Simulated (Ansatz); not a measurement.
Name crystals whose computed values (PBEsol (plane waves, PAW; program Ansatz)) fall in these windows: B₀ by P(V) fit (GPa) 53 to 69; G_Hill (GPa) 7.5 to 9.3; Θ_D (K) 130 to 160.



```tsv
crystal	B₀ by P(V) fit (GPa)	G_Hill (GPa)	Θ_D (K)
Ga, body-centred tetragonal	59.9	8.5	148
```
Others may fit too.

Not the usual ambient phase: Ga, body-centred tetragonal. The cell was relaxed under the symmetry of its start. Scalar-relativistic: spin–orbit coupling is off unless named, which matters more the heavier the elements.

Potentials: the earlier of the program's two PAW sets.
